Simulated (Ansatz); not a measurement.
RbLiZnS2:
```
CELL_PARAMETERS angstrom
     -1.97417     1.97417     6.71112
      1.97417    -1.97417     6.71112
      1.97417     1.97417    -6.71112
ATOMIC_POSITIONS crystal
  Rb 0.00000 0.00000 0.00000
  Li 0.25000 0.75000 0.50000
  Zn 0.75000 0.25000 0.50000
  S  0.65104 0.65104 0.00000
  S  0.34896 0.34896 0.00000
```

Relaxed with PBEsol. Special points in fractions of this cell's reciprocal vectors: Γ (0.000, 0.000, 0.000); X (0.000, 0.000, 0.500); P (0.250, 0.250, 0.250); N (0.000, 0.500, 0.000); M (0.500, 0.500, -0.500); S (0.272, 0.728, -0.272); S0 (-0.272, 0.272, 0.272); R (-0.043, 0.043, 0.500); G (0.500, 0.500, -0.043).

Task: List the band energies nearest the valence-band maximum at these points for PBEsol in the plane-wave PAW code Ansatz.

Result: In eV from the valence-band maximum; about four levels below and three above (degenerate sets whole), none deeper than 8.9 eV; points with the same levels are listed once.

| k | below | above |
|---|---|---|
| Γ | -1.71 -1.71 -0.01 0.00 0.00 | 2.54 3.91 4.79 |
| X | -2.17 -1.82 -1.55 -1.53 | 3.72 4.81 5.09 |
| P | -2.15 -1.79 -1.58 -1.55 | 4.23 4.32 4.82 |
| N | -0.92 -0.82 -0.76 -0.40 | 3.53 5.14 6.24 |
| M | -1.65 -1.65 -1.10 -0.06 -0.06 | 3.17 3.48 5.21 |
| S | -0.94 -0.87 -0.68 -0.35 | 3.49 4.79 6.08 |
| R | -2.05 -1.82 -1.53 -1.50 | 3.81 4.85 5.14 |

Space group I-4m2. The first step of the workflow began from a Materials Project structure, measured or hypothetical; the Crystallography Open Database copy checked does not list it. With Li and Zn taken as one species the cell has the higher symmetry I4/mmm, so it may be an ordered model of a mixed-site phase. Its standing as an ambient phase is unchecked. Symmetry was held in the PBEsol relaxation; whether a distortion lowers the energy is not shown. Spin–orbit coupling is left out wherever it is not named.

Potentials: the later of the program's two PAW sets.
